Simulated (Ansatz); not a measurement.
This guess for Mg₂CdO₃ is about to be relaxed.

```yaml
crystal:
  lattice:
    - [3.42439, 0.00000, 0.00000]
    - [-1.71220, 2.96561, 0.00000]
    - [0.00000, 0.00000, 8.38801]
  atoms:
    - { symbol: Mg, position: [0.33333, 0.66667, 0.66667] }
    - { symbol: Mg, position: [0.66667, 0.33333, 0.33333] }
    - { symbol: Cd, position: [0.00000, 0.00000, 0.00000] }
    - { symbol: O, position: [0.00000, 0.00000, 0.50000] }
    - { symbol: O, position: [0.33333, 0.66667, 0.16667] }
    - { symbol: O, position: [0.66667, 0.33333, 0.83333] }
```

All numbers below come from DFT PBE, scalar-relativistic, plane waves, PAW in Ansatz 0.2.0. Cutoff 420 eV, Gaussian smearing, Γ-centred meshes. Cell and atoms relax first on a coarse mesh and then on a converged one. In between, the cell is made exact in the group found at 0.06 Å. The steps can't lower the symmetry of their start. No spin polarisation.

A guess keeps its type if space group and coordination stay and the shape of the cell changes little (axis ratios within about 15 %, angles within 6°); the volume may change.

Task: Does it keep its structure type, or change into something else?

Result: It keeps its type. The symmetry stays P-3m1 (No. 164). The volume per atom shrinks by 23.0 %, from 14.2 to 10.9 Å³. The shortest distance goes from 2.42 Å (Cd–O and Mg–O) to 2.14 Å (Mg–O). The ratio c/a of the conventional cell changes by a factor of 1.02. Counting neighbours within 15 % of an atom's shortest distance, the start has Cd 6, Mg 6, O 6 and the end Cd 6, Mg 6, O 6.

The last run used a 12×12×4 mesh (in the run's order of axes) for its 6-atom cell and Gaussian smearing of 0.02 eV. Symmetry constrained the relaxation, so the result can be a saddle point.
